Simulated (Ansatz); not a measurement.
The elements of this relaxed trial crystal are hidden behind letters.

```
lattice vectors (Å)
   4.3150   -6.1028    0.0000
   4.3150    6.1028    0.0000
   0.0000    0.0000    4.3154
fractional positions
X 0.0000 0.5000 0.0000
X 0.0000 0.0000 0.5000
X 0.5000 0.0000 0.0000
Z 0.5000 0.5000 0.5000
Q 0.7553 0.7553 0.0000
Q 0.7526 0.2474 0.5000
Q 0.2447 0.2447 0.0000
Q 0.2474 0.7526 0.5000
```

Method: DFT PBE, scalar-relativistic, plane waves, PAW in Ansatz. Settings of the last relaxation (8-atom cell): 420 eV, 6×6×8 k points, Gaussian smearing of 0.01 eV, no spin polarisation.

* Space group: Cmmm (No. 65)
* Conventional cell: a = 8.630 Å, b = 12.206 Å, c = 4.315 Å
* Volume per atom: 28.41 Å³
* Density: 6.42 g/cm³
* Energy over the elements: −0.463 eV/atom
* Gap on the 6×6×8 mesh of the 8-atom cell: 0.09 eV

Energies are uncorrected and count from the elements' standard states at the same level.

Question: X is a p-block element of period 5, Z is a p-block element of period 6 and Q is a p-block element of period 4. Which elements are they?

Answer: X = Sn, Z = Pb, Q = Se, so the formula is Sn3PbSe4. Density times volume gives a mean mass of 6.42 × 28.41/1.6605 = 109.8 u per atom, and this set has 109.9 u. Sn on a site of symmetry 2/m is surrounded by 6 Se at 3.05 Å; Pb is surrounded by 6 Se at 3.08 Å; Se on a site of symmetry 2mm has 4 Sn at 3.02–3.05 Å and 2 Pb at 3.08 Å; 2 more sites not described. Other sets within the hints have nearly the same mass, so mass alone doesn't settle it; this one was computed.

These runs have no spin–orbit coupling, which can matter for Pb. Kohn–Sham gaps at this level usually fall short of measured ones. The missing spin–orbit coupling can work the other way here. A structure relaxed within its symmetry needn't be a true minimum.
